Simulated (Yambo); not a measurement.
RbCl (rock salt, space group Fm-3m, No. 225) under isotropic strain of -3 % on all lattice vectors; a = b = c = 4.4863 Å, α = β = γ = 60.00°. With the G0W0 scissor the direct gap on the mesh is 8.20 eV.

Does this run resolve the lowest exciton, and if so, what are its energy and binding? (Yambo, PBEsol bands; 6×6×6 mesh, 3 valence and 6 conduction bands, static screening with 32 bands and a 4 Ry block, scissor 3.01 eV, Tamm-Dancoff.)

No. The lowest state covers only about 4 of the 216 k points, so the mesh doesn't resolve it: its energy and its distance from the direct gap are mesh artefacts. An extended exciton needs a far denser mesh. The scissor comes from a G0W0 run whose convergence isn't established. 

Geometry strained from the cell relaxed with PBEsol, atoms relaxed again.
